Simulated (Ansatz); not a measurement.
CaTaS₂:
```cif
data_Ca2S4Ta2
_chemical_formula_sum 'S4 Ta2 Ca2'
_space_group_name_H-M_alt 'P63/mmc'
_space_group_IT_number 194
_space_group_name_Hall '-P 6c 2c'
_cell_length_a 3.37433
_cell_length_b 3.37433
_cell_length_c 14.28618
_cell_angle_alpha 90.000
_cell_angle_beta 90.000
_cell_angle_gamma 120.000
loop_
_atom_site_label
_atom_site_type_symbol
_atom_site_symmetry_multiplicity
_atom_site_Wyckoff_symbol
_atom_site_fract_x
_atom_site_fract_y
_atom_site_fract_z
_atom_site_occupancy
S1 S 4 f 0.66667 0.33333 0.13917 1
Ta1 Ta 2 b 0.00000 0.00000 0.25000 1
Ca1 Ca 2 a 0.00000 0.00000 0.00000 1
```

Relaxed with PBE+D3(BJ).

Problem. Decompose the optical modes at the zone centre into irreducible representations, and say which are infrared and Raman allowed.

Solution. Point group 6/mmm: Γ_opt = A1g + 2A2u + 2B1g + 2B2u + E1g + 2E1u + 2E2g + 2E2u. Infrared: A2u, E1u. Raman: A1g, E1g, E2g.

Problem. Assign frequencies (DFPT, DFT-PBE+D3(BJ) in the program Ansatz with PAW potentials).

Solution. E2g 62, B1g 86, E2u 138, E1u 160, B2u 205, A2u 225, E1g 265, E2u 270, E2g 308, E1u 310, A2u 322, B1g 325, B2u 345, A1g 348 cm⁻¹.

Subscripts of B labels follow the axes of the standard setting.

Space group P6_3/mmc. A made-up cell: these elements were put on the sites of a structure type; neither database checked (COD, Materials Project) lists it. Whether it is the stable phase at ambient conditions was not checked. Symmetry was held in the PBE+D3(BJ) relaxation; of distortions, only those at the zone centre were tested. No spin polarisation was allowed. As this level gives no gap, phonon frequencies hold no LO–TO term and depend on the k-mesh and smearing (Fermi–Dirac, 0.1 eV here). Spin–orbit coupling is left out wherever it is not named.

Potentials: the later of the program's two PAW sets.
